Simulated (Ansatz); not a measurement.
Cl:
```
CELL_PARAMETERS angstrom
      3.47161    -1.93936     0.00000
      3.47161     1.93936     0.00000
      0.00000     0.00000     8.00443
ATOMIC_POSITIONS crystal
  Cl 0.87343 0.12657 0.61123
  Cl 0.12657 0.87343 0.38877
  Cl 0.62657 0.37343 0.11123
  Cl 0.37343 0.62657 0.88877
```

Relaxed with PBEsol. Special points in fractions of this cell's reciprocal vectors: Γ (0.000, 0.000, 0.000); Y (0.500, 0.500, 0.000); F0 (0.328, 0.672, 0.000); Δ0 (-0.328, 0.328, 0.000); Z (0.000, 0.000, 0.500); B0 (-0.328, 0.328, 0.500); G0 (0.328, 0.672, 0.500); T (0.500, 0.500, 0.500); S (0.000, 0.500, 0.000); R (0.000, 0.500, 0.500).

**Question.** List the band energies nearest the valence-band maximum at these points for the program Ansatz at the PBEsol level (PAW).

**Answer.** In eV from the valence-band maximum; about four levels below and three above (degenerate sets whole), none deeper than 8.9 eV; points with the same levels are listed once.

```tsv
k	below	above
Γ	-1.21 -0.49 -0.47 0.00	2.02 3.01 6.34
Y	-1.64 -1.32 -0.51 -0.20	2.07 2.90 7.90
F0	-1.23 -1.06 -0.73 -0.30	2.64 2.89 8.30
Z	-1.03 -1.03 -0.23 -0.23	2.44 2.44 6.81 6.81
B0	-0.73 -0.73 -0.43 -0.43	2.53 2.53 9.03 9.03
T	-1.09 -1.09 -0.86 -0.86	2.42 2.42 8.76 8.76
S	-1.11 -1.11 -0.56 -0.56	2.93 2.93 7.55 7.55
R	-0.71 -0.71 -0.19 -0.19	2.45 2.45 7.88 7.88
```

Space group Cmce (molecular I2 type). Symmetry was held in the PBEsol relaxation. The substance is a gas or liquid at ambient conditions; this is its low-temperature solid. A crystal of weakly bound molecules computed without a dispersion correction: the cell and the soft elastic constants depend strongly on that.

Potentials: the later of the program's two PAW sets.
